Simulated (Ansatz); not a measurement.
NaCl (CsCl type, Pm-3m), a = 3.4607 Å, b = 3.4607 Å, c = 3.4607 Å, α = 90.00°, β = 90.00°, γ = 90.00°.

Relaxed with r²SCAN.

Give the optical modes at the zone centre with their infrared and Raman activity from DFPT, the program Ansatz at the r²SCAN level (PAW).

Transverse frequencies, without the LO–TO term; a row sums one degenerate level.

```
ω (cm⁻¹)  degeneracy  IR ((D/Å)²/amu)  Raman (Å⁴/amu)  activity  symmetry
--------  ----------  ---------------  --------------  --------  --------
97                 3             6.72               0        IR       T1u
```

How high does the top mode go among those that the LO–TO term moves?

233 cm⁻¹ for q along x.

This is a known high-pressure phase of the composition, computed here at zero pressure and temperature. The r²SCAN relaxation kept the symmetry of its start. At this level the phase is dynamically unstable (imaginary phonons).

Potentials: the later of the program's two PAW sets.
